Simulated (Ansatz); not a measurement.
Theory: DFT PBE, scalar-relativistic, plane waves, PAW in Ansatz. All cells share a 420 eV cutoff and Γ-centred k meshes spaced at most about 0.3 Å⁻¹ (about 0.25 or finer for metals, 2π included). No spin polarisation in the final relaxations.

Temperature and zero-point effects are left out.

Two relaxed structures of ScIn₃As₂:

A.

```yaml
crystal:
  lattice:
    - [5.68520, 0.00000, 0.00000]
    - [0.00000, 5.68520, 0.00000]
    - [0.00000, 0.00000, 8.08158]
  atoms:
    - { symbol: Sc, position: [0.00000, 0.00000, 0.00000] }
    - { symbol: In, position: [0.00000, 0.50000, 0.00000] }
    - { symbol: In, position: [0.50000, 0.00000, 0.00000] }
    - { symbol: In, position: [0.50000, 0.50000, 0.50000] }
    - { symbol: As, position: [0.50000, 0.50000, 0.18182] }
    - { symbol: As, position: [0.50000, 0.50000, 0.81818] }
```

B.

```yaml
crystal:
  lattice:
    - [5.77040, 0.00000, 0.00000]
    - [-2.88520, 4.99731, 0.00000]
    - [0.00000, 0.00000, 5.15387]
  atoms:
    - { symbol: Sc, position: [0.00000, 0.00000, 0.00000] }
    - { symbol: In, position: [0.50000, 0.00000, 0.50000] }
    - { symbol: In, position: [0.00000, 0.50000, 0.50000] }
    - { symbol: In, position: [0.50000, 0.50000, 0.50000] }
    - { symbol: As, position: [0.33333, 0.66667, 0.00000] }
    - { symbol: As, position: [0.66667, 0.33333, 0.00000] }
```

Question: Which form is favoured at zero pressure, and by what margin per atom?

Answer: B is lower, by 0.37 eV/atom. A has space group P4/mmm (No. 123), 43.5 Å³/atom and no gap on its mesh; B has space group P6/mmm (No. 191), 24.8 Å³/atom and no gap. Counting As atoms around In and Sc (those within 1.25 times the shortest such distance or 1.15 times the sum of covalent radii; the shortest distance is added where it is long for a bond; a slash parts the counts of unlike sites), A has Sc 8 from 4.3 Å, In 2/4 from 3.2 Å and B has Sc 6, In 4. The denser one is the lower, and pressure would at first widen the difference. Even the lower one lies +0.14 eV/atom against the reference forms of the elements (uncorrected), so neither is stable at this level. Both come from invented guesses. A third cell relaxed alike, in P6mm, lies 15 meV/atom below the lower of the two.

Cells relaxed within their symmetry can be saddle points.
